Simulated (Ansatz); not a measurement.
**Is this Hf4B3 structure a true minimum?**

It was reached by relaxing an invented guess, and it needn't be the stable form of this composition.

These are results of DFT PBE, scalar-relativistic, plane waves, PAW in Ansatz, not measurements. Settings: cutoff 420 eV, Γ-centred mesh 12×12×2 on the computed 14-atom cell, Gaussian smearing of 0.10 eV; no spin polarisation.

The cell below (14 atoms, space group P-3m1 (No. 164)) is relaxed within its symmetry.

```xyz
14
Lattice="3.1665 0.0000 0.0000 -1.5833 2.7423 0.0000 0.0000 0.0000 23.3628" Properties=species:S:1:pos:R:3 pbc="T T T"
Hf    1.5833    0.9141   10.3697
Hf    0.0000    1.8282   12.9931
Hf    0.0000    0.0000   21.6216
Hf    0.0000    0.0000    1.7412
Hf    0.0000    0.0000    5.1923
Hf    0.0000    0.0000   18.1706
Hf    1.5833    0.9141   15.5008
Hf    0.0000    1.8282    7.8621
B     0.0000    1.8282    3.4816
B     1.5833    0.9141    3.4889
B     0.0000    1.8282   23.3601
B     1.5833    0.9141    0.0027
B     1.5833    0.9141   19.8812
B     0.0000    1.8282   19.8740
```

For the test it was strained at random (σ = 1.5 % a component), the atoms were moved at random (σ = 0.05 Å), and all was relaxed again on a coarse 6×6×1 mesh (in the run’s order of axes) with 0.20 eV smearing, with no symmetry imposed.

Spin–orbit coupling, which can matter for Hf, is left out.

Question: Does it come back?

Answer: It returns, within 1 meV/atom of the unmoved cell on that mesh and with the same symmetry when read at 0.1 Å. So it is stable against the distortions that fit this cell and that this random move excites. Modes that don't fit the cell aren't tested.
